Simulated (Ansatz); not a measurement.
**Coordination and O-17 quadrupole coupling in TiSiAg₂O₅**

Cell: a computed structure from the Materials Project (it need not be an observed phase), atoms as given.

Space group P4/nmm:1 (No. 129); a = 6.5591, c = 5.5276 Å.

```csv
site,Wyckoff,site symmetry,x,y,z
Ti,2c,4mm,0.0000,0.5000,0.9369
Si,2a,-4m2,0.5000,0.5000,0.0000
Ag,4e,..2/m,0.2500,0.2500,0.5000
O9,8i,.m.,0.2925,0.5000,0.8317
O17,2c,4mm,0.0000,0.5000,0.2466
```

One atom of each set is listed.

Computed with Ansatz: DFT, PBE, plane waves and PAW, scalar-relativistic, 420 eV cutoff, Γ-centred 3×3×4 k-points, Fermi–Dirac smearing 0.02 eV.

Q(O-17) = -25.58 mb.

(1) Order the O environments from the weakest to the strongest quadrupole coupling.
A. O9: 1 Si at 1.65 Å, 1 Ti at 2.00 Å, angle 129°; also 2 Ag at 2.48 Å
B. O17: 1 Ti at 1.71 Å; also 4 Ag at 2.71 Å

## Answers

(1) B (0.563 MHz, η = 0.00), A (3.24 MHz, η = 0.82).

An axis of threefold or higher order runs through O17, so V_zz lies along it and η is zero. Like point charges on the first shell alone (each adding as 1/d³) would give the same order.

The largest force is 0.3 eV/Å, so the atoms aren't at the calculated equilibrium and relaxing them would move these values.
